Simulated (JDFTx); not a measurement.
An input for a modified build of JDFTx (Cu(110), CANDLE, water, 1 M KF; bohr, hartree) and the course of its log:

```
lattice \
  6.7603629300 0.0000000000 0.0000000000 \
  0.0000000000 4.7802984669 0.0000000000 \
  0.0000000000 0.0000000000 39.8732212296
coords-type Lattice
ion Cu 0.0000000000 0.0000000000 -0.1198874410 0
ion Cu 0.5000000000 0.5000000000 -0.0599437210 0
ion Cu 0.0000000000 0.0000000000 0.0000000000 0
ion Cu 0.5000000000 0.5000000000 0.0599437210 0
ion Cu 0.0000000000 0.0000000000 0.1198874410 0
ion-species pseudo/cu_pbe_v1.2.upf
elec-cutoff 20 100
elec-ex-corr gga-PBE
coulomb-interaction Slab 001
coulomb-truncation-embed 0 0 0
kpoint-folding 6 8 1
elec-smearing Fermi 0.01
elec-n-bands 61
target-mu -0.166842
electronic-scf nIterations 100 energyDiffThreshold 1e-10
fluid LinearPCM
pcm-variant CANDLE
fluid-solvent H2O
fluid-cation K+ 1
fluid-anion F- 1
fluid-minimize nIterations 400 knormThreshold 1e-11
wavefunction read f0.wfns
elec-initial-eigenvals f0.eigenvals
elec-initial-fillings read f0.fillings
fluid-initial-state f0.fluidState
dump-name f0_u0.$VAR
dump End State Ecomponents EigStats BandEigs Forces ElecDensity IonicPositions Fillings Kpoints Dtot FluidDebug BoundCharge FluidDensity
```

```
[one cycle in 5 is shown, and the last three; fluid-solver lines are left out]
	FillingsUpdate:  mu: -0.166842000  nElectrons: 94.035000
SCF: Cycle:  0   G: -992.969180220421435   dG: +3.425e-01   |Residual|: 1.170e-01   |deigs|: 1.945e-08
	FillingsUpdate:  mu: -0.166842000  nElectrons: 94.931285
SCF: Cycle:  5   G: -993.312154375368664   dG: -5.573e-03   |Residual|: 1.303e-02   |deigs|: 2.888e-03
	FillingsUpdate:  mu: -0.166842000  nElectrons: 94.905325
SCF: Cycle: 10   G: -993.312085531762250   dG: -1.045e-03   |Residual|: 3.184e-03   |deigs|: 8.045e-04
	FillingsUpdate:  mu: -0.166842000  nElectrons: 94.910510
SCF: Cycle: 15   G: -993.312273062569830   dG: +7.766e-05   |Residual|: 1.878e-03   |deigs|: 9.387e-04
	FillingsUpdate:  mu: -0.166842000  nElectrons: 94.925163
SCF: Cycle: 20   G: -993.312358601774918   dG: -3.600e-06   |Residual|: 1.575e-04   |deigs|: 5.894e-04
	FillingsUpdate:  mu: -0.166842000  nElectrons: 94.924815
SCF: Cycle: 25   G: -993.312358686731841   dG: -4.924e-08   |Residual|: 6.902e-05   |deigs|: 8.623e-05
	FillingsUpdate:  mu: -0.166842000  nElectrons: 94.924658
SCF: Cycle: 30   G: -993.312358740180230   dG: +3.324e-09   |Residual|: 2.829e-05   |deigs|: 4.059e-06
	FillingsUpdate:  mu: -0.166842000  nElectrons: 94.924558
SCF: Cycle: 35   G: -993.312358758228470   dG: -2.095e-08   |Residual|: 1.616e-05   |deigs|: 1.468e-05
	FillingsUpdate:  mu: -0.166842000  nElectrons: 94.924711
SCF: Cycle: 40   G: -993.312358733510450   dG: -3.038e-07   |Residual|: 2.475e-05   |deigs|: 1.281e-05
	FillingsUpdate:  mu: -0.166842000  nElectrons: 94.924626
SCF: Cycle: 45   G: -993.312358730847677   dG: -1.127e-08   |Residual|: 3.780e-05   |deigs|: 9.033e-06
	FillingsUpdate:  mu: -0.166842000  nElectrons: 94.924492
SCF: Cycle: 50   G: -993.312358764224541   dG: -2.664e-08   |Residual|: 1.670e-05   |deigs|: 4.934e-06
	FillingsUpdate:  mu: -0.166842000  nElectrons: 94.924557
SCF: Cycle: 55   G: -993.312358754590832   dG: -4.100e-09   |Residual|: 2.025e-05   |deigs|: 1.895e-06
	FillingsUpdate:  mu: -0.166842000  nElectrons: 94.924819
SCF: Cycle: 60   G: -993.312358714861944   dG: -2.985e-08   |Residual|: 5.661e-05   |deigs|: 1.685e-05
	FillingsUpdate:  mu: -0.166842000  nElectrons: 94.924630
SCF: Cycle: 65   G: -993.312358729933408   dG: -2.434e-09   |Residual|: 3.896e-05   |deigs|: 6.685e-06
	FillingsUpdate:  mu: -0.166842000  nElectrons: 94.924535
SCF: Cycle: 70   G: -993.312358760480379   dG: -1.404e-08   |Residual|: 2.552e-05   |deigs|: 4.016e-06
	FillingsUpdate:  mu: -0.166842000  nElectrons: 94.924534
SCF: Cycle: 75   G: -993.312358757187781   dG: +5.210e-10   |Residual|: 2.000e-05   |deigs|: 6.222e-06
	FillingsUpdate:  mu: -0.166842000  nElectrons: 94.924712
SCF: Cycle: 80   G: -993.312358719495933   dG: -6.514e-09   |Residual|: 3.592e-05   |deigs|: 2.037e-05
	FillingsUpdate:  mu: -0.166842000  nElectrons: 94.924615
SCF: Cycle: 85   G: -993.312358750870999   dG: -2.435e-08   |Residual|: 1.184e-05   |deigs|: 1.030e-05
	FillingsUpdate:  mu: -0.166842000  nElectrons: 94.924506
SCF: Cycle: 90   G: -993.312358763854377   dG: -2.699e-08   |Residual|: 1.940e-05   |deigs|: 4.521e-06
	FillingsUpdate:  mu: -0.166842000  nElectrons: 94.924472
SCF: Cycle: 95   G: -993.312358764353689   dG: -9.191e-09   |Residual|: 1.121e-05   |deigs|: 2.164e-06
	FillingsUpdate:  mu: -0.166842000  nElectrons: 94.924838
SCF: Cycle: 97   G: -993.312358706140230   dG: +3.045e-08   |Residual|: 5.764e-05   |deigs|: 1.396e-05
	FillingsUpdate:  mu: -0.166842000  nElectrons: 94.924676
SCF: Cycle: 98   G: -993.312358727952756   dG: -2.181e-08   |Residual|: 3.298e-05   |deigs|: 5.462e-06
	FillingsUpdate:  mu: -0.166842000  nElectrons: 94.924430
SCF: Cycle: 99   G: -993.312358765163253   dG: -3.721e-08   |Residual|: 1.888e-05   |deigs|: 5.682e-06
SCF: None of the convergence criteria satisfied after 100 iterations.
IonicMinimize: Iter:   0  G: -993.312358765163253  |grad|_K:  0.000e+00
IonicMinimize: Converged (|grad|_K<1.000000e-04).
```

This run gave no converged result. The loop ran out of cycles short of its threshold. It has stalled and not diverged: the last ten energies span 9e-08 Ha, so the total is near its end, but levels, forces and the electron count aren't shown converged.
